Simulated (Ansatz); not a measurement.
SnGeO$_{3}$ (P4mm), relaxed with LDA (Ansatz, a quantum-chemistry and plane-wave program, plane waves, PAW): a = b = 3.6018 Å, c = 4.5645 Å, α = β = γ = 90.00°.

| Item | Value |
|---|---|
| ΔH_f (eV/atom) | -1.47 |
| B₀ by P(V) fit (GPa) | 91.7 |
| highest Γ mode, no LO–TO term (cm⁻¹) | 709 |

**Question.** The same phase is relaxed and computed with PBEsol in the same code. What are the cell and these values now?

**Answer.** a = b = 3.6321 Å, c = 4.6669 Å, α = β = γ = 90.00°.

* **ΔH_f (eV/atom)**: -1.37
* **B₀ by P(V) fit (GPa)**: 82.7
* **highest Γ mode, no LO–TO term (cm⁻¹)**: 696

Constructed cells (a structure type filled with these elements, in neither database checked): SnGeO3, P4mm (Ge on 1b, Sn on 1a, O on 1b, O on 2c). All cells were relaxed under the symmetry of their starts (and spin orders); stability against distortions was not tested throughout. Spin–orbit coupling is left out wherever it is not named.

Potentials: the later of the program's two PAW sets.

Ansatz is a plane-wave DFT program.

Formation energies count from the lowest solids of the elements computed at the same level, not from gases.
